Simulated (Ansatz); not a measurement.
A geometry of P away from equilibrium: the start of the relaxation of a relaxed P cell displaced along its unstable phonon at q = Γ (246i cm⁻¹), largest move 0.15 Å. All values below come from r2SCAN (plane waves to 500 eV, PAW, scalar-relativistic; Ansatz, a quantum-chemistry and plane-wave program). Γ-centred k-mesh 13×13×13 on the run's cell (coarser than for final values), Fermi–Dirac smearing 0.05 eV.

```xyz
2
Lattice="-1.7406 1.7406 2.4739 1.7406 -1.7406 2.4739 1.7406 1.7406 -2.4739" Properties=species:S:1:pos:R:3 pbc="T T T"
P      1.7406     1.5906     1.1262
P      0.0000     0.1500     1.3477
```

Problem. Predict the force on each atom, in eV/Å.

Solution. 
```csv
atom,Fx,Fy,Fz
P1,0.00,0.54,0.40
P2,0.00,-0.54,-0.40
```

Problem. What is the pressure?

Solution. +5.1 GPa, compression positive.

Problem. How much energy per atom can still be gained by relaxing?

Solution. 0.04 eV/atom; the path ends in R-3m (No. 166) (AFLOW prototype A_hR2_166_c (A7, as in As)).

No spin polarisation in the result.

The run could not lose the symmetry of its start: the end is stationary, and may be a saddle point rather than a minimum.

The end of the path is a generated cell of P: the first start was made by placing the elements on the sites of a structure type, and the end was not matched to a known phase here, so it may be hypothetical. Known forms of P include space group No. 64.
